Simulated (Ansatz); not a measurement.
Si2Ni (fluorite or antifluorite type, Fm-3m), PBEsol in the plane-wave PAW code Ansatz, all energies at zero smearing, with the estimated change up to a 700 eV cutoff added, with one set of potentials and settings (totals compare only within such a set). Cell of 3 atoms (2 Si, 1 Ni): -7049.327 eV.

```json
[
 {"element": "Si", "reference phase": "Fd-3m, 2 atoms in the cell", "E (eV/atom)": "-621.4938"},
 {"element": "Ni", "reference phase": "Fm-3m, 1 atoms in the cell, spin-polarised", "E (eV/atom)": "-5804.9838"}
]
```

Formation energy per atom, worked out: (-7049.327 − 2×(-621.4938) − 1×(-5804.9838))/3 = -0.452 eV/atom (-44 kJ per mol of atoms), at 0 K, without zero-point energy or fitted corrections.

The PBEsol relaxation kept the symmetry of its start. No spin polarisation was allowed. The references are the lowest solids computed at this level, not always the standard phases.

Potentials: the earlier of the program's two PAW sets. The files were generated under PBE; for other functionals the program regenerates the frozen cores, and for LDA and PBEsol the local potential too.
